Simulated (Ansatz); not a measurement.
HgO:
```
HgO
1.0
    3.52173     0.00000     0.00000
   -1.76086     3.04990     0.00000
    0.00000     0.00000     8.61490
Hg O
3 3
Direct
  0.75377   0.75377   0.00000
  0.24623   0.00000   0.66667
  0.00000   0.24623   0.33333
  0.46540   0.46540   0.50000
  0.53460   0.00000   0.16667
  0.00000   0.53460   0.83333
```

Cartesian axes are those of the cell as given.

Q: Give the high-frequency dielectric tensor and the Born effective charge tensors of the independent atoms from DFPT, DFT-LDA in the program Ansatz with PAW potentials.

A: 
ε∞:
```
6.01  0.00  0.00
0.00  6.01  0.00
0.00  0.00  7.21
```
Z* of atom 1 (Hg), rows: field, columns: displacement, in e:
```
 1.95  -0.36  -0.14
-0.36   1.54   0.08
-0.65   0.38   2.46
```
Z* of atom 4 (O), rows: field, columns: displacement, in e:
```
-1.78   0.07  -0.14
 0.07  -1.71   0.08
-0.24   0.14  -2.46
```

Static charges for comparison (Bader): Hg1 +0.90, O4 -0.90 e. Born charges measure polarisation by displacement and can exceed these by far.

Space group P3_221. The workflow started from a Materials Project entry (that database holds measured and hypothetical structures alike); the Crystallography Open Database copy checked does not list it. COD files the formula under space group No. 44, 62. Its standing as an ambient phase is unchecked. Symmetry was held in the LDA relaxation; whether a distortion lowers the energy is not shown. A crystal of weakly bound chains computed without a dispersion correction: the cell and the soft elastic constants depend strongly on that. Spin–orbit coupling is left out wherever it is not named.

Potentials: the later of the program's two PAW sets.
